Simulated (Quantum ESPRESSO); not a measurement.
# Planted mistakes on one cell of SiAl2ZnN4

These are calculations, not measurements. They come from pw.x of Quantum ESPRESSO 7.5, a plane-wave density functional program, with PseudoDojo standard norm-conserving files (v0.5 for PBE, v0.4.1 for LDA and PBEsol). The cells are made up: elements, strain and atom displacements were drawn at random, and nothing was relaxed. There is no spin polarisation, spin-orbit coupling or dispersion term.

The cell has 8 sites of a wurtzite lattice (rectangular cell). Sites 1 to 4 hold Si Al Zn Al; sites 5 to 8 hold N N N N. Cell vectors in Å: (3.142, -0.018, 0.003); (-0.032, 5.366, -0.040); (0.005, -0.038, 5.064). Settings: PBE, cutoff 1143 eV, 6 x 4 x 4 k mesh shifted by half a step, Fermi-Dirac smearing of 0.025 eV.

The intended run has a self-consistency threshold of 1e-07 eV, a smearing term of 0.000 eV, a pressure of -0.91 GPa and 12 iterations. Each further run changes one thing: all lengths scaled by 0.9804; atoms of sites 3 and 4 exchanged; cutoff 712 eV; files of LDA; k mesh 2 x 2 x 2; one electron removed; smearing 0.41 eV; threshold 0.6 eV. A coarse mesh keeps the shift, and a charged cell sits in a uniform background.

| run | change of free energy (eV) | smearing term -TS (eV) | change of P (GPa) | largest change of a force component (eV/Å) | iterations |
| --- | --- | --- | --- | --- | --- |
| A | 0.017 | 0.000 | -2.73 | 0.156 | 4 |
| B | 6.116 | 0.000 | -78.11 | 0.053 | 12 |
| C | -0.041 | -0.176 | 0.39 | 0.196 | 12 |
| D | 0.241 | 0.000 | 0.34 | 4.676 | 12 |
| E | 0.158 | 0.000 | 12.71 | 0.305 | 12 |
| F | -0.420 | 0.000 | -9.92 | 0.232 | 12 |
| G | -0.700 | 0.000 | -0.39 | 0.275 | 12 |
| H | -9.211 | -0.006 | -25.82 | 2.217 | 13 |

A rerun of the intended cell at 1437 eV and k mesh 8 x 6 x 6 moved values by no more than 0.002 eV in the cell's energy, 0.03 GPa in stress and 0.002 eV/Å in force.

Question: which change belongs to which run?

## Worked reading

Run A has the fewest iterations, as a run stopped early does. Run C has the largest smearing term, as wide smearing gives. Run B has a higher energy and the largest fall in pressure, as too small a basis gives. Run E changes the volume by a factor of 0.9423; minus its pressure change over the logarithm of that factor, 214 GPa, is a rough bulk modulus with clamped atoms. Energies from files of another functional, or of a charged cell, have another zero and say nothing on stability; the pressure of a charged cell rests on the program's zero of potential too.

## Key

| run | change |
| --- | --- |
| A | threshold 0.6 eV |
| B | cutoff 712 eV |
| C | smearing 0.41 eV |
| D | atoms of sites 3 and 4 exchanged |
| E | all lengths scaled by 0.9804 |
| F | files of LDA |
| G | k mesh 2 x 2 x 2 |
| H | one electron removed |